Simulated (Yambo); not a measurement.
Yambo run on CdO2H2 (space group P-3m1, No. 164). The wavefunctions are norm-conserving PBEsol (Quantum ESPRESSO, 102 Ry, no spin-orbit coupling) ones on a 6×6×4 mesh (17 occupied bands); a = 3.5433 Å, b = 3.5433 Å, c = 4.5852 Å, α = 90.00°, β = 90.00°, γ = 120.00°.

Yambo input:

```
rim_cut
HF_and_locXC
RandQpts= 1000000
RandGvec= 1 Ry
EXXRLvcs= 102 Ry
VXCRLvcs= 408 Ry
% QPkrange
 1 | 1 | 17 | 18 |
 3 | 3 | 17 | 18 |
 10 | 10 | 17 | 18 |
 12 | 12 | 17 | 18 |
 19 | 19 | 17 | 18 |
 21 | 21 | 17 | 18 |
%
```

k points by index: 1 = Γ, 3 = A, 10 = M, 12 = L, 19 = K, 21 = H.

Table of the .hf output:

```
#    K-point    Band    Eo [eV]    Ehf [eV]    Vxc [eV]    Vnlxc [eV]
#
    1    17    -0.379452    -6.192039    -21.17502    -26.98761
    1    18    1.591141    5.525203    -12.24958    -8.315515
    3    17    -0.083727    -5.751516    -21.55963    -27.22742
    3    18    4.261588    8.717733    -10.90139    -6.445243
    10    17    0.000000    -5.633887    -21.35144    -26.98533
    10    18    6.355625    11.85754    -15.92631    -10.42440
    12    17    -0.509640    -6.319776    -20.72879    -26.53893
    12    18    5.924047    11.41698    -14.23418    -8.741255
    19    17    -1.504224    -7.365889    -18.40491    -24.26658
    19    18    6.663805    12.38512    -16.23283    -10.51151
    21    17    -0.907514    -6.786981    -20.77808    -26.65754
    21    18    6.962272    12.94329    -16.54632    -10.56530
```
Exchange alone, without screening.

Geometry relaxed with PBE+D3(BJ).

The structure is a Materials Project entry; no match was found in the copy of COD used, and its stability was not checked.
